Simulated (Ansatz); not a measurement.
# Relaxing an invented Ta3N2 structure

These are results of DFT PBE, scalar-relativistic, plane waves, PAW in Ansatz 0.2.0, not measurements. Cutoff 420 eV, Gaussian smearing, Γ-centred meshes. Cell and atoms relax first on a coarse mesh and then on a finer one. In between, the cell is made exact in the group found at 0.06 Å. In metals the finer mesh still leaves noise of several meV/atom or more. The steps can't lower the symmetry of their start. No spin polarisation in the relaxation; trial moments died out in a coarse test.

The cell of Ta3N2 is invented: random cell by space group and Wyckoff sites (P-6m2, No. 187). Its size is a rough estimate.

```
Ta N
1.0
     3.40261    0.00000    0.00000
    -1.70131    2.94675    0.00000
     0.00000    0.00000    7.39909
Ta N
3 2
Cartesian
  0.0000 0.0000 1.9341
  0.0000 0.0000 5.4650
  0.0000 0.0000 0.0000
  1.7013 0.9822 6.6630
  1.7013 0.9822 0.7361
```

Energies over the elements count from the elements' standard structures at the same level (N₂ as a molecule), with no fitted energy shifts.

Q: Which structure results?

A: The symmetry stays P-6m2 (No. 187). The volume per atom shrinks by 13.1 %, from 14.8 to 12.9 Å³. The shortest distance goes from 1.47 Å (N–N) to 2.22 Å (Ta–N). The ratio c/a of the conventional cell changes by a factor of 1.34. The energy falls by about 4.1 eV/atom (the start's value is from the coarse mesh). Conventional cell: a = 2.944 Å, c = 8.591 Å. Ta on a site of symmetry 3m is surrounded by 3 N at 2.25 Å and 8 Ta at 2.79–2.94 Å; Ta on a site of symmetry -6m2 is surrounded by 6 N at 2.22 Å and 8 Ta at 2.90–2.94 Å; N has 6 Ta at 2.22–2.25 Å.

```
Ta N
1.0
     2.94361    0.00000    0.00000
    -1.47180    2.54924    0.00000
     0.00000    0.00000    8.59063
Ta N
3 2
Direct
  0.00000 0.00000 0.33747
  0.00000 0.00000 0.66253
  0.00000 0.00000 0.00000
  0.66667 0.33333 0.83462
  0.66667 0.33333 0.16538
```

Q: How does it come out in energy, and is it a metal?

A:

| Item | Value |
| --- | --- |
| Formation energy | −0.58 eV/atom |
| Gap on the 12×12×6 mesh of the 5-atom cell | 0 eV (a metal) |

It lies below the elements, which doesn't yet make it stable against other compounds or structures.

The last run used Gaussian smearing of 0.10 eV. These runs have no spin–orbit coupling, which can matter for Ta. A structure relaxed within its symmetry needn't be a true minimum.
